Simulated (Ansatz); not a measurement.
TaAs in space group P6/mmm (No. 191; Ta on 3f, As on 1a, As on 2d) under volume change, plane-wave PAW PBE (Ansatz code), shape and atoms relaxed at each volume.

```tsv
V (Å³/atom)	E − E(relaxed) (meV/atom)	P (GPa)
17.950	85.2	16.74
18.542	…	…
19.133	8.4	4.69
19.725	0.0	0.00
20.317	…	…
20.909	28.6	-7.32
21.500	61.0	-10.14
```

Problem. What belongs in the gaps?

Solution. 
- 20.317, E − E(relaxed) (meV/atom): 7.5
- 20.317, P (GPa): -3.97
- 18.542, E − E(relaxed) (meV/atom): 35.7
- 18.542, P (GPa): 10.22

Problem. What does a third-order Birch–Murnaghan fit give for V₀, B₀ and B′?

Solution. V₀ = 19.73 Å³/atom, B₀ = 143 GPa, B′ = 4.5.

The cell is a constructed one: a structure type filled with these elements; neither database checked (COD, Materials Project) lists it. It is not the phase usual at ambient conditions (space group No. 109). The PBE relaxation kept the symmetry of its start; whether a distortion lowers the energy is not shown. The run is not spin-polarised. Scalar-relativistic: spin–orbit coupling is off unless named, which matters more the heavier the elements.

Potentials: the later of the program's two PAW sets.
